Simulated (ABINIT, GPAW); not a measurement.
This is a calculation of AgRh for GPAW 26.7.0 (ASE script). The cell comes from a database or a generator and needn't be the stable form of this composition.

The input run.py:

```python
from ase import Atoms
from ase.dft.bandgap import bandgap
from ase.io import write
from ase.units import Bohr, GPa
from gpaw import GPAW, PW
from gpaw.elf import elf_from_dft_calculation

atoms = Atoms(['Ag', 'Rh'],
              cell=[[2.7775881998, 0.0, 0.0],
                    [-1.3887940999, 2.4054619423, 0.0],
                    [0.0, 0.0, 4.808602]],
              scaled_positions=[[0.0, 0.0, 0.5],
                                [0.6666666667, 0.3333333333, 0.0]],
              pbc=True)

calc = GPAW(mode=PW(600),
            xc='PBE',
            kpts={'size': (11, 11, 6), 'gamma': True},
            occupations={'name': 'fermi-dirac', 'width': 0.05},
            nbands=29,
            convergence={'density': 1e-05, 'energy': 1e-05},
            maxiter=150,
            txt='gpaw.txt')
atoms.calc = calc
energy = atoms.get_potential_energy()
forces = atoms.get_forces()
stress = atoms.get_stress()
calc.write('gs.gpw')
write('result.traj', atoms)
print(f'Energy: {energy:.6f} eV')
print('Forces (eV/A):')
print(forces.round(4))
print('Stress (GPa):', (stress / GPa).round(3))
print('Fermi level:', round(calc.get_fermi_level(), 4), 'eV')
print(f'Gap: {bandgap(calc)[0]:.4f} eV, direct: {bandgap(calc, direct=True)[0]:.4f} eV')

# fields on the real-space grid
write('density.cube', atoms, data=calc.get_pseudo_density() * Bohr**3)
write('potential.cube', atoms, data=calc.get_electrostatic_potential())
write('elf.cube', atoms, data=elf_from_dft_calculation(calc).data)
```

Potentials or basis: GPAW PAW data sets (gpaw-data 1.2.1), pw.

The run is started by

```console
$ OMP_NUM_THREADS=1 python run.py
```

Translate it to ABINIT 10.8.3 (patched build). Potentials or basis there: JTH PAW PBE v2.0, cutoff 463 eV.

As run (cutoffs and basis follow the program's own potentials, and thresholds, step limits or extra output files can differ):

Contents of run.abi:

```
# Pseudopotentials
pp_dirpath "./"
pseudos "Ag.GGA_PBE-JTH.xml, Rh.GGA_PBE-JTH.xml"

# Structure
acell 5.2488809846 5.2488809846 9.0869408223
rprim
     1.0000000000     0.0000000000     0.0000000000
    -0.5000000000     0.8660254038     0.0000000000
     0.0000000000     0.0000000000     1.0000000000
ntypat 2
znucl 47 45
natom 2
typat 1 2
xred
     0.0000000000     0.0000000000     0.5000000000
     0.6666666667     0.3333333333     0.0000000000

# Plane-wave basis
ecut 17.0
pawecutdg 34.0
pawxcdev 0

# k points
kptopt 1
ngkpt 11 11 6
nshiftk 1
shiftk 0.0 0.0 0.0

# Exchange and correlation
ixc 11

# Bands and occupations
nband 18
occopt 3
tsmear 0.05 eV

# SCF cycle
nstep 100
tolvrs 1.0e-9

# Output
iomode 3
prtwf 0
prtden 0
prteig 0
prtebands 0
enunit 1
```

Potentials or basis: JTH PAW PBE v2.0.

Run with:

```bash
$ abinit run.abi > log 2>&1
```

Both were run:

|  | GPAW | ABINIT |
| --- | --- | --- |
| Pressure | -1.7 GPa | -2.3 GPa |

The potentials hold 32 and 28 valence electrons a cell.

Pressure is positive in compression.
